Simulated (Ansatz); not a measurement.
Total density of states per atom from PBE (plane waves, PAW; program Ansatz), in 0.25 eV bins, energy from the Fermi level:

```csv
E (eV),states/eV/atom
-7.85,0.02
-7.60,0.03
-7.35,0.04
-7.10,0.11
-6.85,0.43
-6.60,0.71
-6.35,0.89
-6.10,0.63
-5.85,0.36
-5.60,0.34
-5.35,0.33
-5.10,0.31
-4.85,0.38
-4.60,0.42
-4.35,0.55
-4.10,0.81
-3.85,0.66
-3.60,0.65
-3.35,0.87
-3.10,0.87
-2.85,0.88
-2.60,0.99
-2.35,0.51
-2.10,0.15
-1.85,0.32
-1.60,0.84
-1.35,0.80
-1.10,0.65
-0.85,0.63
-0.60,0.41
-0.35,0.22
-0.10,0.16
0.15,0.11
0.40,0.09
0.65,0.10
0.90,0.13
1.15,0.18
1.40,0.27
1.65,0.33
1.90,0.35
2.15,0.38
2.40,0.42
2.65,0.36
2.90,0.36
3.15,0.38
3.40,0.50
3.65,0.77
3.90,0.92
4.15,0.85
4.40,0.63
4.65,0.69
```

### Question
Which of these materials gives this?
A) NbAs, P-6m2 (Nb on 1a, As on 1f)
B) WSe2, Pnnm (W on 2a, Se on 4g)
C) WC, P-6m2 (W on 1a, C on 1f)
D) TaC, Cmcm (C on 4c, Ta on 4c)

### Answer
C, WC, P-6m2 (W on 1a, C on 1f). Within 0.5 eV of the Fermi level: W 5d 71 %, C 2p 22 %. Projections are on Löwdin-orthogonalised atomic valence shells; empty p or d shells of many metals are not among them.

The PBE relaxation kept the symmetry of its start. The run is not spin-polarised. Scalar-relativistic: spin–orbit coupling is off unless named, which matters more the heavier the elements.

Potentials: the later of the program's two PAW sets.
